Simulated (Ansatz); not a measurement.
# Al₂O₃ — O-17 NMR of the central transition

Cell: a measured structure from the Crystallography Open Database (COD), its atoms then relaxed with PBE in this cell.

Space group R-3c:H (No. 167); a = 4.7605, c = 12.9956 Å, γ = 120.00°.

```csv
site,Wyckoff,site symmetry,x,y,z
Al,12c,3.,0.0000,0.0000,0.8521
O,18e,.2,0.9731,0.3333,0.0833
```

One atom of each set is listed; the run and its k-mesh use a cell of 10 atoms with edges of 5.13, 5.13, 5.13 Å.

Computed with Ansatz: DFT, PBE, plane waves and PAW (field gradients read without the response of the frozen cores, which leaves them typically 4 to 6 % off), scalar-relativistic, 420 eV cutoff, Γ-centred 5×5×5 k-points, Fermi–Dirac smearing 0.02 eV.

O-17 has I = 5/2 and Q = -25.58 mb (Pyykkö 2018); at 35.2 T its Larmor frequency is ν₀ = 203.3 MHz. Only the quadrupole interaction is simulated: positions count from each site's isotropic chemical shift, and J coupling is left out, as are shift anisotropy and dipolar coupling, which fast spinning averages.

Question: Give C_Q, η, the quadrupolar product P_Q = |C_Q|(1 + η²/3)^½, the second-order isotropic shift and the breadth of the pattern (fast magic-angle spinning) for each O site.

Answer: 

```tsv
site	first shell	C_Q (MHz)	η	P_Q (MHz)	δ_QIS (ppm)	breadth (kHz)
O	4 Al at 1.86–1.97 Å; also 2 Al at 3.22 Å	2.47	0.51	2.57	-0.961	0.453
```

δ_QIS = −(ν_Q²/30ν₀²)[I(I+1) − 3/4](1 + η²/3) × 10⁶ ppm with ν_Q = 3|C_Q|/[2I(2I−1)]; it falls as 1/B₀² in ppm, and the breadth as 1/B₀ in kHz.

At this cell the PBE pressure is 7 GPa, so with PBE the cell would grow if it were relaxed.
